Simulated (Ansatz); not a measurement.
ZrAg:
```
ZrAg
1.0
    0.00000     2.81788     2.81788
    2.81788     0.00000     2.81788
    2.81788     2.81788     0.00000
Ag Zr
1 1
Cartesian
  0.00000   0.00000   0.00000
  2.81788   2.81788   2.81788
```

Relaxed with r²SCAN. Special points in fractions of this cell's reciprocal vectors: Γ (0.000, 0.000, 0.000); X (0.500, 0.000, 0.500); U (0.625, 0.250, 0.625); K (0.375, 0.375, 0.750); L (0.500, 0.500, 0.500); W (0.500, 0.250, 0.750).

Task: List the band energies nearest the Fermi level at these points for r²SCAN in the plane-wave PAW code Ansatz.

Result: In eV from the Fermi level; about four levels below and three above (degenerate sets whole), none deeper than 8.9 eV; points with the same levels are listed once.

```csv
k,below,above
Γ,-6.27 -6.27 -5.91 -5.91 -5.91,1.55 1.55 1.55
X,-5.17 -5.17 -3.67 -0.79,0.60 2.73 2.73
U,-5.25 -3.18 -0.70 -0.51,0.98 2.42 2.74
L,-3.16 -2.12 -0.40 -0.40,2.18 2.18 3.50
W,-2.98 -0.40 -0.40 -0.10,2.73 3.59 3.59
```

Space group Fm-3m (rock salt). The start of the workflow was typed in or built on a structure type; neither database checked (COD, Materials Project) lists it. COD files the formula under space group No. 129. Whether it is the stable phase at ambient conditions was not checked. Symmetry was held in the r²SCAN relaxation. At this level the phase is mechanically unstable. The run is not spin-polarised. Its formation energy is positive at this level, so the cell may be metastable or incomplete. Spin–orbit coupling is left out wherever it is not named.

Potentials: the later of the program's two PAW sets.
